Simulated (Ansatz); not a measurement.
Input:

SiRu3:
```
SiRu3
1.0
    0.00000     3.00765     3.00765
    3.00765     0.00000     3.00765
    3.00765     3.00765     0.00000
Si Ru
1 3
Direct
  0.00000   0.00000   0.00000
  0.50000   0.50000   0.50000
  0.25000   0.25000   0.25000
  0.75000   0.75000   0.75000
```

This is the PBE-relaxed structure.

Problem. All from the program Ansatz at the PBE level (PAW), unless another level is named. Estimate the electronic character.

Solution. metallic (no gap).

Problem. Next, the density of states at the Fermi level?

Solution. 2.0 states/eV per atom (mean over ±0.08 eV).

Problem. And the formation energy from the elements (no fitted shifts)?

Solution. 0.053 eV/atom.

Space group Fm-3m. A made-up cell: these elements were put on the sites of a structure type; neither database checked (COD, Materials Project) lists it. Its standing as an ambient phase is unchecked. Symmetry was held in the PBE relaxation; its stability against distortions is not shown here. No spin polarisation was allowed. The references are the lowest solids computed at this level, not always the standard phases. Scalar-relativistic: spin–orbit coupling is off unless named, which matters more the heavier the elements.

Potentials: the later of the program's two PAW sets.
